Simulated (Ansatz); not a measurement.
CdS (rock salt, Fm-3m) at seven volumes, DFT-r²SCAN in the program Ansatz with PAW potentials, scaled uniformly. One row is withheld.

| V (Å³/atom) | P (GPa) |
|---|---|
| 18.449 | 9.65 |
| 19.057 | ? |
| 19.665 | 2.69 |
| 20.273 | 0.00 |
| 20.882 | -2.27 |
| 21.490 | -4.19 |
| 22.098 | -5.82 |

Problem. Fit the shown pressures and predict the withheld one.

Solution. P = (3/2)B₀(x^(7/2) − x^(5/2))[1 + (3/4)(B′ − 4)(x − 1)] with x = (V₀/V)^(2/3). Least squares on the six rows gives V₀ = 20.274 Å³/atom, B₀ = 82.3 GPa, B′ = 4.61. At V = 19.057, x = 1.0421 and P = 5.88 GPa. The run itself gave 5.88 GPa.

This is a known high-pressure phase of the composition, computed here at zero pressure and temperature. The r²SCAN relaxation kept the symmetry of its start; its stability against distortions is not shown here.

Potentials: the later of the program's two PAW sets.
